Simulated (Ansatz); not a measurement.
Data:

TiN:
Space group Fm-3m (No. 225); a = b = c = 4.172 Å, α = β = γ = 90.00°

```
atom  site  symmetry       x       y       z
----  ----  --------  ------  ------  ------
Ti      4a      m-3m  0.0000  0.0000  0.0000
N       4b      m-3m  0.5000  0.5000  0.5000
```
(The calculation used a cell of 2 atoms; values per cell refer to that cell.)

This is the LDA-relaxed structure.

Q: All from LDA in the plane-wave PAW code Ansatz, unless another level is named. Predict the bulk modulus (Birch–Murnaghan fit).

A: 320 GPa.

Q: And the elastic constants (relaxed ions, GPa)?

A: C11 = 691, C12 = 135, C44 = 178.

The LDA relaxation kept the symmetry of its start. No spin polarisation was allowed. With an odd number of electrons in the cell and no spin polarisation, the count alone makes it a metal. As this level gives no gap, shear constants depend on the k-mesh and smearing (Fermi–Dirac, 0.1 eV here).

Potentials: the earlier of the program's two PAW sets. The files were generated under PBE; for other functionals the program regenerates the frozen cores, and for LDA and PBEsol the local potential too.
